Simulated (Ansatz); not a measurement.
Ta:
```xyz
2
Lattice="0.0000 3.0275 3.0275 3.0275 0.0000 3.0275 3.0275 3.0275 0.0000" Properties=species:S:1:pos:R:3 pbc="T T T"
Ta     0.0000     0.0000     0.0000
Ta     1.5138     1.5138     1.5138
```

Relaxed with r²SCAN. Special points in fractions of this cell's reciprocal vectors: Γ (0.000, 0.000, 0.000); X (0.500, 0.000, 0.500); U (0.625, 0.250, 0.625); K (0.375, 0.375, 0.750); L (0.500, 0.500, 0.500); W (0.500, 0.250, 0.750).

Problem. List the band energies nearest the Fermi level at these points for r²SCAN in the plane-wave PAW code Ansatz.

Solution. In eV from the Fermi level; about four levels below and three above (degenerate sets whole), none deeper than 8.9 eV; points with the same levels are listed once.

| k | below | above |
|---|---|---|
| Γ | -0.96 -0.96 -0.34 -0.34 -0.34 | 2.19 2.19 2.19 |
| X | -1.03 -1.03 -0.27 -0.27 | 2.03 2.03 4.51 4.51 |
| U | -1.68 -1.56 -0.77 -0.69 | 1.03 1.41 1.87 |
| L | -0.84 -0.84 -0.38 -0.38 -0.11 | 3.44 3.44 5.16 5.16 |
| W | -2.05 -2.05 -1.21 -1.21 | 0.78 0.78 0.92 0.92 |

Space group Fd-3m (diamond). The start of the workflow was typed in or built on a structure type; neither database checked (COD, Materials Project) lists it. It is not the phase usual at ambient conditions (space group No. 229). Symmetry was held in the r²SCAN relaxation; its stability against distortions is not shown here. The run is not spin-polarised. Scalar-relativistic: spin–orbit coupling is off unless named, which matters more the heavier the elements.

Potentials: the later of the program's two PAW sets.
